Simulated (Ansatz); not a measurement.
CsPbCl$_{3}$ (cubic perovskite)

```xyz
5
Lattice="5.7357 0.0000 0.0000 0.0000 5.7357 0.0000 0.0000 0.0000 5.7357" Properties=species:S:1:pos:R:3 pbc="T T T"
Cs     0.0000     0.0000     0.0000
Pb     2.8678     2.8678     2.8678
Cl     0.0000     2.8678     2.8678
Cl     2.8678     2.8678     0.0000
Cl     2.8678     0.0000     2.8678
```

The slice is a {100} plane (indices of the conventional cell) through the point (0.500, 0.500, 0.500) (fractional), spanned by u = [100] and v = [010] in vectors of this cell: u (5.74 Å) and v (5.74 Å, at 90° to u). It covers one period; positions are fractions (u, v).

Calculation: PBE (plane waves to 420 eV, PAW, scalar-relativistic; Ansatz, an electronic-structure program). k mesh 6×6×6. Near the nuclei the fields are pseudised (PAW); where an atom keeps semicore shells as valence, they peak there. CsPbCl3 was relaxed with its symmetry unable to fall. Spin-orbit coupling is left out, though Pb is heavy. The PAW data are Ansatz's earlier set. This is a high-temperature form of CsPbCl3.

Three fields on this plane, each scaled to ten steps between its own extremes (0 low, 9 high; the total valence density on a logarithmic scale, the potential cut 8 eV below its top; x marks points blanked near nuclei; v = 0 in the bottom row):

Map A
```
|xxxx952xxxxxxx259xxx|
|xxx98520xxxxx02589xx|
|xx9963100xxx0013699x|
|99864210000000124689|
|65532100000000012355|
|22211000000000001122|
|xx00000000000000000x|
|xxx000000000000000xx|
|xxxx0000000000000xxx|
|xxxx0000000000000xxx|
|xxxx0000000000000xxx|
|xxx000000000000000xx|
|xx00000000000000000x|
|22211000000000001122|
|65532100000000012355|
|99864210000000124689|
|xx9963100xxx0013699x|
|xxx98520xxxxx02589xx|
|xxxx952xxxxxxx259xxx|
|xxxx962xxxxxxx269xxx|
```

Map B
```
|xxxx326xxxxxxx623xxx|
|xxx52159xxxxx95125xx|
|xx5321389xxx9831235x|
|33220015899985100223|
|22110002577752000112|
|76531000134310001356|
|xx98520000000002589x|
|xxx985100000001589xx|
|xxxx9730000000379xxx|
|xxxx9740000000479xxx|
|xxxx9730000000379xxx|
|xxx985100000001589xx|
|xx98520000000002589x|
|76531000134310001356|
|22110002577752000112|
|33220015899985100223|
|xx5321389xxx9831235x|
|xxx52159xxxxx95125xx|
|xxxx326xxxxxxx623xxx|
|xxxx327xxxxxxx723xxx|
```

Map C
```
|xxxx326xxxxxxx623xxx|
|xxx62149xxxxx94126xx|
|xx6310135xxx5310136x|
|43210001111111000123|
|32100000000000000012|
|86410000000000000146|
|xx93100000000000139x|
|xxx510000000000015xx|
|xxxx1000000000001xxx|
|xxxx1000000000001xxx|
|xxxx1000000000001xxx|
|xxx510000000000015xx|
|xx93100000000000139x|
|86410000000000000146|
|32100000000000000012|
|43210001111111000123|
|xx6310135xxx5310136x|
|xxx62149xxxxx94126xx|
|xxxx326xxxxxxx623xxx|
|xxxx438xxxxxxx834xxx|
```

Assign the maps to these fields: density of the lowest conduction band (whole band as if filled, smooth part); density of the highest valence band (whole band, smooth part); electron localisation function (ELF).

A is the density of the lowest conduction band (whole band as if filled, smooth part); B is the electron localisation function (ELF); C is the density of the highest valence band (whole band, smooth part).
